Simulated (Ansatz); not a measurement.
Task: Each is relaxed and computed with the program Ansatz at the r²SCAN level (PAW). Which is the only one with a gap?
A. CaSi, Cmcm (Ca on 4c, Si on 4c)
B. Ca3Si4Ir4, I-43m (Si on 8c, Ir on 8c, Ca on 6b)
C. Ca2Si, fluorite or antifluorite type
D. CoSi2, fluorite or antifluorite type

Result: C, Ca2Si, fluorite or antifluorite type. Ca2Si: gap 0.78 eV; CaSi: metal; CoSi2: metal; Ca3Si4Ir4: metal. Standing as an ambient phase not checked: Ca2Si, fluorite or antifluorite type; CaSi, Cmcm (Ca on 4c, Si on 4c); Ca3Si4Ir4, I-43m (Si on 8c, Ir on 8c, Ca on 6b). Began spin-polarised and lost the moments: CoSi2, fluorite or antifluorite type. All cells were relaxed under the symmetry of their starts (and spin orders); stability against distortions was not tested throughout. Rows with no word on spin ran without spin polarisation. Spin–orbit coupling is left out wherever it is not named.

Potentials: the later of the program's two PAW sets.
